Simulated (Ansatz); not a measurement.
Ansatz (a quantum-chemistry and plane-wave program) input:

Ansatz 0.2 input:
```yaml
crystal:
  lattice:
    - [3.5865133483, 0.0, 0.0]
    - [0.0, 3.5865133483, 0.0]
    - [0.0, 0.0, 3.5865133483]
  atoms:
    - { symbol: Co, position: [0.0, 0.5, 0.5], spin: 1.33 }
    - { symbol: Co, position: [0.5, 0.0, 0.5], spin: 1.33 }
    - { symbol: Co, position: [0.5, 0.5, 0.0], spin: 1.33 }
    - { symbol: Ti, position: [0.0, 0.0, 0.0], spin: -0.91 }
kpoints:
  mp_grid: { grid: [11, 11, 11] }
hamiltonian:
  xc: r2scan
  pseudopotentials: { kind: paw }
magnetization: { spin_polarized: true }
scf:
  occupations: { method: gaussian, width: 0.1 }
checkpoint: { read: metal.run }
output: { bader: true, populations: true }
```

Output (shortened):

```
Pseudopotential: Co, paw, valence charge 17
Pseudopotential: Ti, paw, valence charge 12
Functional definition: r2SCAN
Crystal: 4 atoms, lattice volume = 46.134 Å³
Basis set: ecut = 500 eV, 1189 PW (Γ), exchange–correlation on 108×108×108 points (64 copies of the dense FFT grid, shifted against one another)
Bands: 41, of which v1, the nominal top of the filled ones, is band 32 counted from 1 (31 counted from 0)
Symmetry: 48 space group operations
Space group: Pm-3m (ITA 221), of the structure as read, at distance tolerance 3.6e-5 Å
k-points: 56 of 1331
Stability of the state it starts from, as read at its close in the collinear treatment (another_mixer)
Starting moments: Σ|m| = 4.9 μB on 4 of 4 sites; this step starts from the density that it was given
iter 1 solved again at ethr=7.31e-9 eV; its pass at ethr=3.10e-3 eV (dr2=4.61e-6 eV) is discarded
SCF iter   1: F=—  HF=-17899.706345 eV  |F-HF|=—  |Δ(HF+E_count)|=         —  Δρ=8.20e-7 (↑1.95e-7 ↓8.20e-7)  dr2=7.08e-11  dr2_τ=3.59e-12  dr2_m=7.10e-11  M=2.801 μB ∫|m|=5.224 μB  β_m=1.20  ethr=7.31e-9  ⟨swp⟩=4.0  Hψ=30078  notcnv=0
preconditioner: auto → Kerker (q_TF=auto, 2.874 Å⁻¹)
spin=Collinear: Kerker preconditioning applied to the charge; magnetization (m = ρ↑ − ρ↓) channel mixes plain (no charge-response kernel on spin).
SCF iter   2: F=-17899.706345 eV  HF=-17899.706345 eV  |F-HF|=2.55e-11  |Δ(HF+E_count)|=   3.49e-7  Δρ=4.04e-7 (↑4.04e-7 ↓3.54e-7)  dr2=4.69e-11  dr2_τ=2.95e-12  dr2_m=4.91e-11  M=2.801 μB ∫|m|=5.224 μB  ethr=1.00e-12  ⟨swp⟩=5.8  Hψ=15798  notcnv=0
SCF 1 converged in 2 iterations: F = -17899.706345 eV  dr2 = 4.69e-11
Stability not checked (another_mixer)
SCF converged after 2 iterations
Magnetization: 2.8009 μB (32.9005 up, 30.0995 down)
Absolute magnetization: 5.2266 μB (∫|ρ↑−ρ↓|, with the PAW one-centre terms)
Spin contamination: 0.4761 ħ² per cell (⟨S²⟩ above its minimum at these occupations)
Per-site moments (μB) at R_I (Å): [(1.3201374997204578, 1.0461197626270877), (1.3201374997204562, 1.0461197626270877), (1.3201374997204574, 1.0461197626270877), (-0.6450702696982968, 1.0461197626270877)]
Free energy (F): -17899.706345 eV
Harris-Foulkes:  -17899.706345 eV  (|F-HF|=2.55e-11)
Internal energy: -17899.688912 eV  (E = F + TS)
E sigma→0 (E₀):  -17899.697629 eV
Entropy (-TS):   -0.017434 eV (-4.358 meV/atom)
Fermi energy:    18.402684 eV
--- Per-component energies (eV) ---
  E_band       = -932.033857
  E_kinetic    = 1644.771717
  E_local      = -9531.849840  (includes V_loc(G=0)·N_el)
  E_nonlocal   = 1373.957690
  E_hartree    = 4030.369672
  E_xc         = -568.714444
  E_vxc        = -827.221889  (∫ρ·V_xc dr)
  E_paw        = -5629.566510  (= ΣΔE_a)
  E_vpaw       = -1706.196535  (= ΣTr[D̂ρ^β])
  E_aug_tail   = 0.000193  (compensation charges beyond the density's cutoff)
  E_vtau       = 53.764852  (kinetic-family band-sum trace: ∫τ·v_τ [+ j·A + Jᵃ·Aᵃ] dr)
  E_ewald      = -9217.518314
  E_core_change = -1.139076  (= ΣΔE_core)
  E_smearing   = -0.017434  (= −TS)
  E_closure    =  0.000000  (closes the sum)
  Σ components = -17899.706345   (vs F -17899.706345, Δ=0.00e0)
  [band-id]    e_kinetic+e_local+e_nonlocal+2·e_hartree+e_vxc+e_vpaw+e_augmentation_tail+e_vtau = -932.034468   (vs E_band -932.033857, Δ=-6.11e-4)
--- Band table (eV; the first three rows and the last of 112) ---
  k-point 0 ↑: bands = ["-81.3403", "-81.2993", "-81.2993", "-43.2459", "-43.2459", "-43.2459", "-43.0883", "-43.0883", "-43.0883", "-43.0553", "-43.0553", "-43.0553", "-40.3546", "-15.5622", "-15.5622", "-15.5622", "9.6608", "13.0371", "13.0371", "13.1934", …
  k-point 1 ↑: bands = ["-81.3395", "-81.3000", "-81.2992", "-43.2440", "-43.2440", "-43.2429", "-43.0889", "-43.0889", "-43.0885", "-43.0593", "-43.0566", "-43.0566", "-40.3535", "-15.5675", "-15.5624", "-15.5624", "9.7752", "13.0789", "13.1054", "13.2383", …
  k-point 2 ↑: bands = ["-81.3374", "-81.3021", "-81.2992", "-43.2389", "-43.2389", "-43.2341", "-43.0908", "-43.0908", "-43.0889", "-43.0707", "-43.0598", "-43.0598", "-40.3507", "-15.5815", "-15.5630", "-15.5630", "10.1118", "13.1779", "13.3011", "13.3721", …
  k-point 55 ↓: bands = ["-79.1865", "-79.1856", "-79.1856", "-41.1860", "-41.1532", "-41.1471", "-41.1471", "-41.1022", "-40.9758", "-40.9758", "-40.9752", "-40.9049", "-40.9049", "-16.4129", "-16.4120", "-16.4120", "13.5178", "13.6007", "13.6007", …
--- Löwdin populations: 4 sites ---
  site symbol       q [e]    m [muB]
     0     Co     16.7672     1.3256
     1     Co     16.7672     1.3256
     2     Co     16.7672     1.3256
     3     Ti     11.8839    -0.9089
  spilling = 0.012928 (of n_electrons = 63.000000)
--- Bader charges: 4 sites ---
  site symbol  charge [e]  shift [e]    m [muB]
     0     Co     -0.4586     0.0012     1.1807
     1     Co     -0.4586     0.0012     1.1807
     2     Co     -0.4586     0.0012     1.1807
     3     Ti      1.3759     0.0036    -0.7411
  shift: an alarm, by how much a part of what the PAW files miss would move the charge. Where it is large, compare
  with a run on PAW files of another source; a small one proves nothing
  estimated error of the sums over rays = 2.9e-4 e
```

Cost: very roughly 30 core-seconds on shared cores.

The workflow started from an entry of the Crystallography Open Database (COD). Its standing as an ambient phase is unchecked. The r²SCAN relaxation kept the symmetry of its start, as lowered by the spin order; its stability against distortions is not shown here. The final state is ferrimagnetic, chosen from 4 collinear starts compared on coarse meshes (ties went to the first, and starts can fall back to one state), not a proven ground state. Other orbital occupations within this spin state were not tried. For itinerant 3d metals, meta-GGAs of the SCAN family and hybrids are commonly reported to give too large moments. Point labels and valley counts follow the cell and symmetry of the run, lower than the named group.

Potentials: the later of the program's two PAW sets.

Ansatz is a plane-wave DFT program.
